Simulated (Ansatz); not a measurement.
# Computed properties of SiO2

SiO₂:
```
SiO2
1.0
    5.02806     0.00000     0.00000
    0.00000     5.02806     0.00000
    0.00000     0.00000     7.00967
Si O
4 8
Cartesian
  3.52930   3.52930   3.50483
  4.01280   1.01527   5.25725
  1.49876   1.49876   0.00000
  1.01527   4.01280   1.75242
  4.51542   3.82346   2.25461
  3.71864   2.00139   4.00703
  0.51264   1.20461   5.75945
  1.30942   3.02668   0.50220
  2.00139   3.71864   3.00264
  1.20461   0.51264   1.25022
  3.02668   1.30942   6.50747
  3.82346   4.51542   4.75506
```

Space group P4_12_12 (No. 92); conventional cell a = b = 5.028 Å, c = 7.010 Å, α = β = γ = 90.00°.

Method: PBEsol in the plane-wave PAW code Ansatz. Geometry: relaxed at this level of theory. Other levels are named where they apply.

**Cell and energy**

```json
{
 "volume_per_atom": "14.77 Å³",
 "density": "2.25 g/cm³",
 "Formation energy from the elements (no fitted shifts)": "-2.81 eV/atom"
}
```

**Electronic structure**

```json
{
  "band_gap": "5.57 eV (direct)",
  "valence_band_maximum": "at Γ",
  "conduction_band_minimum": "at Γ",
  "electron_effective_mass": "0.54 mₑ (isotropic)",
  "hole_effective_mass": "1.6, 1.9, 1.9 mₑ (principal values)",
  "HSE06 gap on the PBEsol cell": "7.40 eV"
}
```

**Mechanics**

```json
{
  "Bulk modulus (Birch–Murnaghan fit)": "13.2 GPa",
  "Pressure derivative B′": "3.4",
  "Elastic constants (relaxed ions, GPa)": "C11 = 52.2, C12 = 3.1, C13 = -8.1, C33 = 43.8, C44 = 70.3, C66 = 26.0",
  "mechanical_stability": "stable (all eigenvalues of C positive)",
  "hill_bulk_and_shear_moduli": "13.3 and 39.5 GPa",
  "Young's modulus": "59.6 GPa",
  "Poisson's ratio": "-0.25",
  "debye_temperature_from_the_elastic_constants": "543 K"
}
```

**Dielectric response**

```json
{
  "Electronic dielectric constant ε∞ (DFPT)": "2.28 (xx = yy), 2.27 (zz)",
  "Static dielectric constant ε0 (ions relaxed, cell fixed)": "4.15 (xx = yy), 3.94 (zz)",
  "Born charges (a third of the trace)": "Si +3.34, O -1.67 e"
}
```

**Phonons**

```json
{
 "Highest zone-centre frequency (without LO–TO term)": "1177 cm⁻¹",
 "zone_centre_stability": "no imaginary mode at Γ",
 "dynamical_stability_on_the_path": "stable (no imaginary branch)",
 "zero_point_energy": "101.6 meV/atom",
 "Vibrational entropy at 300 K": "15.2 J/(K·mol of atoms)"
}
```

The PBEsol relaxation kept the symmetry of its start. The references are the lowest solids computed at this level, not always the standard phases (solids in place of the gases).

Potentials: the earlier of the program's two PAW sets. The files were generated under PBE; for other functionals the program regenerates the frozen cores, and for LDA and PBEsol the local potential too.
